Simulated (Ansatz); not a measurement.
Q: Y (hcp (Mg type), space group No. 194) is relaxed with r²SCAN+D4 (plane waves, PAW; program Ansatz). What lattice parameters of the conventional cell result?

A: a = 3.676 Å, c = 5.676 Å.

Space group P6_3/mmc (hcp (Mg type)). The cell was relaxed with r²SCAN+D4 under the symmetry of its start. The run is not spin-polarised. The pairwise dispersion correction was not fitted to metals. Axis ratios of metals converge slowly with the k-mesh, so a and c are less sure than the volume.

Potentials: the later of the program's two PAW sets.
